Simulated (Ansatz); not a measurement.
# Response of Ti to small distortions

```
Ti
1.0
     2.95000    0.00000    0.00000
    -1.47500    2.55477    0.00000
     0.00000    0.00000    4.68600
Ti
2
Cartesian
  0.0000 1.7032 1.1715
  1.4750 0.8516 3.5145
```

Atom numbers follow the list: Ti1, Ti2.

The geometry is COD entry 9008517, unchecked; take it as a test cell.

Level of theory: DFT, PBEsol, all-electron PAW with datasets made for the crystal, scalar-relativistic (Ansatz 0.2.0).

Sampling and basis: a Γ-centred 13×13×7 k mesh, Fermi–Dirac smearing of 0.08 eV, cutoff 260 eV (chosen by the program for this cell), no spin polarisation.

The unchanged cell is at -5.81 GPa.

In a metal, stresses and small energies carry noise from the k mesh.

x, y and z are the Cartesian axes of the cell as listed; fractional coordinates follow a strain, and an engineering shear is twice the off-diagonal strain component.

Q: One change gave: energy change +3 meV/atom; stress change (xx, yy, zz, yz, xz, xy) 0.03, 0.06, 0.01, -0.73, -0.74, -1.15 GPa, compression positive; change of the force on Ti2 (0.050, -0.001, -0.006) eV/Å. Which change was it?
A. equal xy, yz and zx engineering shear strains of -1 %
B. equal xy, yz and zx engineering shear strains of +1 %
C. equal xy, yz and zx engineering shear strains of +3 %
D. equal xy, yz and zx engineering shear strains of -2 %
E. equal xy, yz and zx engineering shear strains of +2 %
F. equal xy, yz and zx engineering shear strains of -3 %

A: E. For equal xy, yz and zx engineering shear strains of -3 %: energy change +7 meV/atom; stress change (xx, yy, zz, yz, xz, xy) 0.07, 0.11, 0.05, 1.22, 1.24, 1.86 GPa, compression positive; change of the force on Ti1 (0.078, 0.003, 0.015) eV/Å. For equal xy, yz and zx engineering shear strains of -1 %: energy change under 1 meV/atom; stress change (xx, yy, zz, yz, xz, xy) 0.01, 0.01, 0.00, 0.40, 0.40, 0.61 GPa, compression positive; change of the force on Ti1 (0.026, 0.000, 0.001) eV/Å. For equal xy, yz and zx engineering shear strains of -2 %: energy change +3 meV/atom; stress change (xx, yy, zz, yz, xz, xy) 0.03, 0.05, 0.02, 0.81, 0.81, 1.23 GPa, compression positive; change of the force on Ti1 (0.052, 0.001, 0.007) eV/Å. For equal xy, yz and zx engineering shear strains of +1 %: energy change under 1 meV/atom; stress change (xx, yy, zz, yz, xz, xy) 0.01, 0.01, 0.00, -0.38, -0.38, -0.59 GPa, compression positive; change of the force on Ti2 (0.026, 0.000, -0.001) eV/Å. For equal xy, yz and zx engineering shear strains of +3 %: energy change +6 meV/atom; stress change (xx, yy, zz, yz, xz, xy) 0.06, 0.13, 0.03, -1.06, -1.07, -1.67 GPa, compression positive; change of the force on Ti2 (0.072, -0.003, -0.012) eV/Å.
